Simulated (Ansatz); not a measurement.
Si2Ni (fluorite or antifluorite type), relaxed with PBE (Ansatz, a quantum-chemistry and plane-wave program, plane waves, PAW): a = 5.445 Å, b = 5.445 Å, c = 5.445 Å, α = 90.00°, β = 90.00°, γ = 90.00°.

- ΔH_f (eV/atom) = -0.35

### Question
The same phase is relaxed and computed with r²SCAN in the same code. What are the cell and these values now?

### Answer
a = b = c = 5.387 Å, α = β = γ = 90.00°.

- ΔH_f (eV/atom): -0.35

All cells were relaxed under the symmetry of their starts (and spin orders); stability against distortions was not tested throughout. Rows with no word on spin ran without spin polarisation.

Potentials: the earlier of the program's two PAW sets.

Ansatz is a plane-wave DFT program.

Formation energies count from the lowest solids of the elements computed at the same level, not from gases.
